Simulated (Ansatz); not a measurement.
NbN (rock salt)

Space group Fm-3m (No. 225); a = b = c = 4.4212 Å, α = β = γ = 90.00°

```json
[
 {"atom": "N", "site": "4a", "symmetry": "m-3m", "x": "0.0000", "y": "0.0000", "z": "0.0000"},
 {"atom": "Nb", "site": "4b", "symmetry": "m-3m", "x": "0.5000", "y": "0.5000", "z": "0.5000"}
]
```
(The calculation used a cell of 2 atoms; values per cell refer to that cell.)

The relaxed cell is deformed in two ways at once: its volume V is scaled, and at that volume it is stretched along z (the c axis of the conventional cell) so that c/a changes. Fractional atomic positions are held.

Level of theory: PBE (plane waves to 420 eV, PAW, scalar-relativistic; Ansatz, a first-principles code). k mesh 18×18×18 (Γ-centred), Fermi-Dirac smearing 0.05 eV. The energy includes the smearing's −TS. With partly filled bands, the response to shear is sensitive to the k mesh, so small differences along c/a are uncertain. NbN is run without spin polarisation. NbN was relaxed with its symmetry unable to fall. The PAW data are Ansatz's earlier set. This is a high-temperature form of NbN. The last digit holds for this mesh only.

Changes of ΔE (eV/atom) from the point V/V₀ = 1.000, (c/a)/(c/a)₀ = 1.000 when one coordinate moves alone (two changes are said to add if the coupling is within 5 % of the smaller one, nearly so within 20 %):

```tsv
point	change
V/V₀ = 1.000, (c/a)/(c/a)₀ = 0.920	0.0879
V/V₀ = 1.000, (c/a)/(c/a)₀ = 0.960	0.0201
V/V₀ = 0.960, (c/a)/(c/a)₀ = 1.000	0.0178
V/V₀ = 0.980, (c/a)/(c/a)₀ = 1.000	0.0043
V/V₀ = 1.020, (c/a)/(c/a)₀ = 1.000	0.0040
V/V₀ = 1.040, (c/a)/(c/a)₀ = 1.000	0.0154
V/V₀ = 1.000, (c/a)/(c/a)₀ = 1.040	0.0166
V/V₀ = 1.000, (c/a)/(c/a)₀ = 1.080	0.0596
```

Question: Do the two effects add at V/V₀ = 0.960, (c/a)/(c/a)₀ = 1.040? Give the computed change.

Answer: The sum of the single changes is 0.0178 + (0.0166) = 0.0344; the calculation gives 0.0376, so the coupling contributes 0.0032 (under 20 % of the smaller single change, nearly additive).

Question: What is the change at V/V₀ = 0.960, (c/a)/(c/a)₀ = 1.080, where both move, and how far is it from the sum?

Answer: The sum of the single changes is 0.0178 + (0.0596) = 0.0774; the calculation gives 0.0894, so the coupling contributes 0.0120 (over 20 % of the smaller single change, not additive).

(A scan under strain: stresses follow from slopes of the energy per volume, elastic moduli from its curvatures.)
